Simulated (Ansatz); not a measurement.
**TiSi at 0.3 GPa (stress–strain coefficients): relaxed-ion elastic tensor**

These are results of Ansatz 0.2.0, DFT LDA, scalar-relativistic, plane waves, PAW, not measurements. Plane waves to 420 eV; Γ-centred k mesh 10×10×10; Fermi-Dirac smearing of 0.15 eV. No spin polarisation.

The cell is fixed (symmetry leaves no force on the atoms) and stands under 0.3 GPa:
```
CELL_PARAMETERS angstrom
0.00000 2.49420 2.49420
2.49420 0.00000 2.49420
2.49420 2.49420 0.00000
ATOMIC_POSITIONS crystal
Ti 0.00000 0.00000 0.00000
Si 0.50000 0.50000 0.50000
```

The cell is the ideal cubic rocksalt prototype; whether it is the stable structure of this composition wasn't checked. In a metal, frequencies and elastic constants depend on the k mesh and the smearing, soft modes and shear constants most.

(1) Give the relaxed-ion elastic constants (GPa, Voigt order xx yy zz yz xz xy, on the axes of the cell above).

(2) Is the crystal stable against homogeneous strain?

Results:

(1)
C11 = 301.9, C12 = 43.7, C13 = 43.7, C22 = 301.9, C23 = 43.7, C33 = 301.9, C44 = 6.2, C55 = 6.2, C66 = 6.2 GPa; the others vanish.

(2) Too close to call: the least eigenvalue is 6.2 GPa, within what the k mesh leaves open in a metal.

Cost: 1 run of about 1 core-minutes, on Intel Xeon Processor @ 2.50GHz (Skylake/Cascade Lake) (shared hosts).